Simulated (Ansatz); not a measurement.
MgH₂:
```
MgH2
1.0
    4.48492     0.00000     0.00000
    0.00000     4.48492     0.00000
    0.00000     0.00000     2.99660
Mg H
2 4
Direct
  0.50000   0.50000   0.50000
  0.00000   0.00000   0.00000
  0.69539   0.69539   0.00000
  0.30461   0.30461   0.00000
  0.80461   0.19539   0.50000
  0.19539   0.80461   0.50000
```

x, y and z are the axes in which the lattice vectors are written.

Task: Give the high-frequency dielectric tensor and the Born effective charge tensors of the independent atoms from DFPT, the program Ansatz at the r²SCAN level (PAW).

Result: 
ε∞:
```
3.62  0.00  0.00
0.00  3.62  0.00
0.00  0.00  3.65
```
Z* of atom 1 (Mg), rows: field, columns: displacement, in e:
```
 1.85  -0.12   0.00
-0.12   1.85   0.00
 0.00   0.00   1.94
```
Z* of atom 3 (H), rows: field, columns: displacement, in e:
```
-0.92  -0.21   0.00
-0.21  -0.92   0.00
 0.00   0.00  -0.97
```

Static charges for comparison (Bader): Mg1 +1.68, H3 -0.84 e. Born charges measure polarisation by displacement and can exceed these by far.

Space group P4_2/mnm (rutile). Symmetry was held in the r²SCAN relaxation; phonons on a q-mesh show no instability.

Potentials: the later of the program's two PAW sets.
